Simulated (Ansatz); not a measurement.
A generator proposed this cell of AlIn₃Sb₂.

```
CELL_PARAMETERS angstrom
4.42275 0.00000 0.00000
-2.21137 3.83021 0.00000
0.00000 0.00000 8.85811
ATOMIC_POSITIONS crystal
Al 0.00000 0.00000 0.00000
In 0.00000 0.00000 0.50000
In 0.33333 0.66667 0.00000
In 0.33333 0.66667 0.50000
Sb 0.66667 0.33333 0.23765
Sb 0.66667 0.33333 0.76235
```

Level of theory: DFT PBE, scalar-relativistic, plane waves, PAW (Ansatz). Cutoff 420 eV; k points 6×6×2 on the computed 6-atom cell (Γ-centred); Gaussian smearing, width 0.10 eV; no spin polarisation.

Energies over the elements count from the elements' standard structures at the same level, with no fitted energy shifts.

Question: What does a single point on this coarse mesh give?

Answer: The pressure is 9.3 GPa (the mean over three directions, positive in compression), the largest force is 0.28 eV/Å, and the energy is +0.48 eV/atom against the elements. The shortest distance is 2.55 Å.

Question: Is it a good guess?

Answer: A rough one: relaxing gains about 0.31 eV/atom (the start's value is from the coarse mesh, so the gain is rough) in 27 ionic steps and ends at +0.17 eV/atom on the finer mesh. The symmetry stays P-6m2 (No. 187). The volume per atom grows by 7.0 %, from 25.0 to 26.8 Å³. The shortest distance goes from 2.55 Å (Al–In and In–In) to 3.02 Å (Sb–Sb). The ratio c/a of the conventional cell changes by a factor of 0.60. Conventional cell: a = 5.358 Å, c = 6.458 Å. Al has 5 In at 3.09–3.23 Å and 6 Sb at 3.44 Å; around In on its first site lie 3 In at 3.09 Å, 2 Al at 3.23 Å and 6 Sb at 3.54 Å; Sb is surrounded by 1 Sb at 3.02 Å, 3 Al at 3.44 Å, 9 In at 3.44–3.54 Å and 1 Sb at 3.44 Å; 2 more sites not described.

The last run used a 12×12×6 mesh (in the run's order of axes) for its 6-atom cell and Gaussian smearing of 0.10 eV. Spin–orbit coupling, which can matter for Sb, is left out. The relaxation can't lower the symmetry of the start, and the grade says only how near the guess is to its own end. Symmetry constrained the relaxation, so the result can be a saddle point.
